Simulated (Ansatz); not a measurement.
A relaxed cell of SiC is given with its symmetry left out. It was relaxed at this level from a cell as deposited in COD.

Computed with DFT PBE, scalar-relativistic, plane waves, PAW (Ansatz 0.2.0). Cutoff 420 eV, Γ-centred mesh, Gaussian smearing, no spin polarisation.

```
Si C
1.0
     0.00000    2.18972    2.18972
     2.18972    0.00000    2.18972
     2.18972    2.18972    0.00000
Si C
1 1
Direct
  0.00000 0.00000 0.00000
  0.25000 0.25000 0.25000
```

Energies over the elements count from the elements' standard structures at the same level, with no fitted energy shifts.

(1) What space group does it have?

(2) How far does it lie from the elements in energy?

(3) Is it a metal?

## Answers

(1) F-43m (No. 216), the zinc blende type. Conventional cell: a = 4.379 Å. Around Si lie 4 C at 1.90 Å; C has 4 Si at 1.90 Å.

(2) −0.203 eV/atom. It lies below the elements, which doesn't yet make it stable against other compounds or structures.

(3) No, the gap on the 10×10×10 mesh is 1.37 eV.

The last run used a 10×10×10 mesh for its 2-atom cell and Gaussian smearing of 0.02 eV. Kohn–Sham gaps at this level usually fall short of measured ones. The reference form of C is held partly by dispersion forces, which this level lacks. Symmetry constrained the relaxation, so the result can be a saddle point.
